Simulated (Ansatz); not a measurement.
# Rb₂Cd₆Pd: reading a single point

```
Cd Pd Rb
1.0
     0.00000    4.94003    4.94003
     4.94003    0.00000    4.94003
     4.94003    4.94003    0.00000
Cd Pd Rb
6 1 2
Direct
  0.76200 0.23800 0.23800
  0.23800 0.76200 0.23800
  0.23800 0.76200 0.76200
  0.76200 0.23800 0.76200
  0.23800 0.23800 0.76200
  0.76200 0.76200 0.23800
  0.00000 0.00000 0.00000
  0.25000 0.25000 0.25000
  0.75000 0.75000 0.75000
```

Level: PBE, no spin polarisation; 420 eV; 6×6×6 Γ-centred mesh; gaussian occupations (width 0.1617 eV); Ansatz 0.2.0, fixed geometry.

- Forces: The largest is on Cd6 (and as large on other atoms): 4.17 eV/Å, components (0.00, 0.00, -4.17). It makes 180° with the line to a nearest neighbour, Pd7 at 2.35 Å, pointing away from it.
- Contacts: Cd–Pd at 2.35 Å: least valence density 0.61 e/Å³ and ELF 0.20 there. Rb–Cd at 3.50 Å: least valence density 0.07 e/Å³ and ELF 0.05 there. Both are smooth PAW fields, read partly inside the augmentation spheres.
- Stress: The pressure is 14.1 GPa (compression positive), so with the atoms held at these fractions the cell would first expand; the forces are large, so a full relaxation may end otherwise.
- Charges: Bader charges in e: Rb +0.61, Cd -0.10, Pd -0.63. In the mean Rb gives up most and Pd takes most.
- Electronic structure: It is a metal, with about 4.2 states/eV a cell as the mean within 0.25 eV of the Fermi level.

Origin: a known structure type with other elements, at an estimated volume, so it need not be a known compound. Caveats: atoms or cell far from equilibrium; wide smearing.
